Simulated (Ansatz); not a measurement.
Clean, relaxed (100) surface of HfN, space group Fm-3m (No. 225) (top face towards +c; atoms held fixed, by place in the list: 1, 2, 3, 4):

```xyz
8
Lattice="3.1831 0.0000 0.0000 0.0000 3.1831 0.0000 0.0000 0.0000 23.7523" Properties=species:S:1:pos:R:3 pbc="T T T"
Hf    1.5915    1.5915    8.5000
N     0.0000    0.0000    8.5000
Hf    0.0000    0.0000   10.7508
N     1.5915    1.5915   10.7508
Hf    1.5915    1.5915   12.9977
N     0.0000    0.0000   13.0259
Hf    0.0000    0.0000   15.1623
N     1.5915    1.5915   15.3224
```

The calculation used DFT PBEsol, scalar-relativistic, plane waves, PAW in Ansatz. Cutoff 420 eV; k points 9×9×1 on the computed 8-atom cell (Γ-centred); Gaussian smearing, width 0.10 eV; no spin polarisation. The cell repeats along c with a dipole correction in the vacuum.

N (atom) is adsorbed on the top face, one adsorbate per 10.1 Å², and relaxed from 3 starting sites (fractions of a and b). The adsorption energy is E(slab + adsorbate) − E(slab) − E(free adsorbate, spin-polarised where open-shell). Heights count from the highest slab atom after relaxation. Δφ is the top face's. Δp counts per cell along +c. Bonded neighbours lie within 1.25 times the sum of covalent radii (1.35 for H) and, on that scale, within 12 % of the closest. With the adsorbate the cell is lengthened along c to keep the vacuum.

```csv
start,ends at,E_ads (eV),height (Å),shortest contact,Δφ (eV),Δp (e·Å)
"top (N) at (0.50, 0.50)","(0.50, 0.50), 5 bonded neighbours (Hf and N)",-4.56,0.87,N–N 1.43 Å,+2.30,-0.138
"hollow (Hf-Hf) at (0.00, 0.50)","(0.00, 0.50), 2 bonded neighbours (Hf), largest slab move 0.8 Å",-3.45,1.24,N–Hf 2.02 Å,+5.34,-0.339
"bridge (N-Hf) at (0.25, 0.75)","(0.43, 0.57), 1 bonded neighbour (Hf)",-4.57,0.99,N–N 1.44 Å,+2.80,-0.165
```

Among the sites tried, the lowest end comes from the bridge (N-Hf) at (0.25, 0.75) start; the top (N) at (0.50, 0.50) start ended within 0.02 eV of it, though not always at the same place; other sites may lie lower.

Each end is the local minimum or symmetric point that its start leads to. The slab is only 6.8 Å thick, so the energies aren't converged with thickness.

For at least one of the starts the bottom face's work function also shifts by over 0.1 eV: the slab is too thin to screen the adsorbate, so the work functions aren't converged with thickness.

Spin polarisation was left out, and a magnetic state may lie lower.